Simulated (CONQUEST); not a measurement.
**Parameter sweep on TiO2 (P4_2/mnm, 6 atoms in the cell; from Materials Project mp-2657)**

```
TiO2
1.0
    4.59984     0.00000     0.00000
    0.00000     4.59984     0.00000
    0.00000     0.00000     2.95921
Ti O
2 4
Direct
  0.50000   0.50000   0.00000
  0.00000   0.00000   0.50000
  0.69568   0.69568   0.50000
  0.30432   0.30432   0.50000
  0.80432   0.19568   0.00000
  0.19568   0.80432   0.00000
```

Base run A: CONQUEST with PBE, numerical atomic orbitals double-zeta with polarisation (the shipped basis), PseudoDojo norm-conserving potentials made for PBE, self-consistent single point.

Its settings: basis = DZP; Diag.MPMeshX, Y, Z = 5 5 7; potentials = PseudoDojo norm-conserving PBE; Grid.GridCutoff = 140 Ha; DM.SolutionMethod = diagon; Diag.SmearingType = 1; Diag.kT = 0.000735 Ha; Diag.GammaCentred = true; Diag.MPOrder = 0; minE.SCTolerance = 1.0e-06; SC.MaxIters = 100; SC.LinearMixingFactor = 0.3; AtomMove.TypeOfRun = static.

The program uses no crystal symmetry, so grid and mesh can part values that symmetry would make equal. The atom-centred basis is finite, which shifts total energies and pressures against plane waves. The structure comes from a collection of computed structures, made at another level of theory; the collection holds predicted forms beside known ones.

ΔF is the free energy per atom less that of run A. 

A variant of run A gave: the free energy goes down by 3.2 meV/atom and the pressure goes from 6.07 to 3.87 GPa.

Question: Which change was made?
A) volume scaled by 1.06
B) volume scaled by 1.01
C) volume scaled by 0.98
D) volume scaled by 1.04

Answer: B, volume scaled by 1.01. That run gave: ΔF (meV/atom) -3.2; pressure (GPa) 3.87.

The base and the other variants:

```tsv
change	ΔF (meV/atom)	pressure (GPa)
base	0.00	6.07
volume scaled by 0.94	57.5	24.09
volume scaled by 0.96	30.4	17.60
volume scaled by 0.98	11.5	11.48
volume scaled by 0.99	4.8	8.76
volume scaled by 1.02	-5.0	1.44
volume scaled by 1.04	-3.9	-3.02
volume scaled by 1.06	3.0	-7.10
```
